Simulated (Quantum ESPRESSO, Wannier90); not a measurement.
Rb₂Te (anti-fluorite): Wannier90 run

Structure: Materials Project mp-441, symmetrised, not relaxed again. Not found in the COD (Crystallography Open Database) copy used; not checked further. Level: PBEsol, spinors with spin-orbit coupling; pw.x of Quantum ESPRESSO at 64 Ry with PseudoDojo potentials, 6×6×6 k-points, Wannier90. Density: 6×6×6 mesh, cold smearing 0.01 Ry.

On the energy scale of pw.x, whose zero is arbitrary, the valence-band maximum lies at 2.97 eV.

Input w.win:

```
num_bands = 2
num_wann = 2
exclude_bands = 1-28,31-52
spinors = true
num_iter = 1000
conv_tol = 1.0e-6
conv_window = 4
write_hr = true
write_u_matrices = true
auto_projections = true
begin unit_cell_cart
ang
    0.0000000000    4.2811050000    4.2811050000
    4.2811050000    0.0000000000    4.2811050000
    4.2811050000    4.2811050000    0.0000000000
end unit_cell_cart
begin atoms_frac
Rb   0.2500000000  0.2500000000  0.2500000000
Rb  -0.2500000000 -0.2500000000 -0.2500000000
Te   0.0000000000  0.0000000000  0.0000000000
end atoms_frac
mp_grid = 6 6 6
begin kpoints
0.0000000000 0.0000000000 0.0000000000
0.0000000000 0.0000000000 0.1666666667
0.0000000000 0.0000000000 0.3333333333
... (213 more lines: the 6x6x6 mesh through Gamma)
end kpoints
```

Input of pw2wannier90.x that gives the overlap and projection files (equivalent; here they were cut from one run over all bands):

```
&inputpp
  outdir = './out'
  prefix = 'pwscf'
  seedname = 'w'
  write_amn = .true.
  write_mmn = .true.
  scdm_proj = .true.
  scdm_entanglement = 'isolated'
/
```

Output w.wout (banner and timings cut):

```
                                    ------
                                    SYSTEM
                                    ------

                              Lattice Vectors (Ang)
                    a_1     0.000000   4.281105   4.281105
                    a_2     4.281105   0.000000   4.281105
                    a_3     4.281105   4.281105   0.000000

                   Unit Cell Volume:     156.92699  (Ang^3)

                        Reciprocal-Space Vectors (Ang^-1)
                    b_1    -0.733828   0.733828   0.733828
                    b_2     0.733828  -0.733828   0.733828
                    b_3     0.733828   0.733828  -0.733828

 *----------------------------------------------------------------------------*
 |   Site       Fractional Coordinate          Cartesian Coordinate (Ang)     |
 +----------------------------------------------------------------------------+
 | rb   1   0.25000   0.25000   0.25000   |    2.14055   2.14055   2.14055    |
 | rb   2  -0.25000  -0.25000  -0.25000   |   -2.14055  -2.14055  -2.14055    |
 | te   1   0.00000   0.00000   0.00000   |    0.00000   0.00000   0.00000    |
 *----------------------------------------------------------------------------*
                                ------------
                                K-POINT GRID
                                ------------

             Grid size =  6 x  6 x  6      Total points =  216

 *---------------------------------- MAIN ------------------------------------*
 |  Number of Wannier Functions               :                 2             |
 |  Number of Objective Wannier Functions     :                 2             |
 |  Number of input Bloch states              :                 2             |
 |  Output verbosity (1=low, 5=high)          :                 1             |
 |  Timing Level (1=low, 5=high)              :                 1             |
 |  Optimisation (0=memory, 3=speed)          :                 3             |
 |  Length Unit                               :               Ang             |
 |  Post-processing setup (write *.nnkp)      :                 F             |
 |  Using Gamma-only branch of algorithms     :                 F             |
 *----------------------------------------------------------------------------*
 *------------------------------- WANNIERISE ---------------------------------*
 |  Total number of iterations                :              1000             |
 |  Number of CG steps before reset           :                 5             |
 |  Trial step length for line search         :             2.000             |
 |  Convergence tolerence                     :         0.100E-05             |
 |  Convergence window                        :                 4             |
 |  Iterations between writing output         :                 1             |
 |  Iterations between backing up to disk     :               100             |
 |  Write r^2_nm to file                      :                 F             |
 |  Write xyz WF centres to file              :                 F             |
 |  Write on-site energies <0n|H|0n> to file  :                 F             |
 |  Use guiding centre to control phases      :                 F             |
 |  Use phases for initial projections        :                 F             |
 *----------------------------------------------------------------------------*
 *-------------------------------- PLOTTING ----------------------------------*
 |  Plotting Hamiltonian in WF basis          :                 T             |
 *----------------------------------------------------------------------------*

       ... (k-mesh section left out)

 Starting a new Wannier90 calculation ...

 Reading overlaps from w.mmn

 Reading projections from w.amn

 *------------------------------- WANNIERISE ---------------------------------*
 +--------------------------------------------------------------------+<-- CONV
 | Iter  Delta Spread     RMS Gradient      Spread (Ang^2)            |<-- CONV
 +--------------------------------------------------------------------+<-- CONV

 ------------------------------------------------------------------------------
 Initial State
  WF centre and spread    1  ( -0.001101,  0.000448, -0.011663 )     7.63385324
  WF centre and spread    2  (  0.001101, -0.000448,  0.011663 )     7.15787900
  Sum of centres and spreads ( -0.000000,  0.000000,  0.000000 )    14.79173224

      0     0.148E+02     0.0000000000       14.7917322371  <-- CONV
        O_D=      0.7538754 O_OD=      0.6284764 O_TOT=     14.7917322 <-- SPRD
 ------------------------------------------------------------------------------
      1    -0.716E+00     0.7584492039       14.0756018833  <-- CONV
        O_D=      0.2772539 O_OD=      0.3889676 O_TOT=     14.0756019 <-- SPRD
      2    -0.122E+00     0.4213158428       13.9532328109  <-- CONV
        O_D=      0.1995903 O_OD=      0.3442621 O_TOT=     13.9532328 <-- SPRD
      3    -0.133E-01     0.1805589884       13.9398901561  <-- CONV
        O_D=      0.1916347 O_OD=      0.3388750 O_TOT=     13.9398902 <-- SPRD
      4    -0.192E-02     0.0725528693       13.9379680005  <-- CONV
        O_D=      0.1907551 O_OD=      0.3378325 O_TOT=     13.9379680 <-- SPRD
      5    -0.466E-03     0.0297917829       13.9375018579  <-- CONV
        O_D=      0.1907474 O_OD=      0.3373740 O_TOT=     13.9375019 <-- SPRD
       ... (lines left out)
     12    -0.130E-06     0.0004976700       13.9371720805  <-- CONV
        O_D=      0.1908830 O_OD=      0.3369087 O_TOT=     13.9371721 <-- SPRD
     13    -0.139E-07     0.0001738053       13.9371720666  <-- CONV
        O_D=      0.1908838 O_OD=      0.3369078 O_TOT=     13.9371721 <-- SPRD
     14    -0.767E-08     0.0001016799       13.9371720589  <-- CONV
        O_D=      0.1908851 O_OD=      0.3369065 O_TOT=     13.9371721 <-- SPRD
             <<<     Delta < 1.000E-06  over  4 iterations     >>>
             <<< Wannierisation convergence criteria satisfied >>>
 Final State
  WF centre and spread    1  ( -0.000000, -0.000000, -0.000001 )     6.96858602
  WF centre and spread    2  (  0.000000,  0.000000,  0.000001 )     6.96858603
  Sum of centres and spreads ( -0.000000,  0.000000, -0.000000 )    13.93717206

         Spreads (Ang^2)       Omega I      =    13.409380449
        ================       Omega D      =     0.190885138
                               Omega OD     =     0.336906472
    Final Spread (Ang^2)       Omega Total  =    13.937172059
```
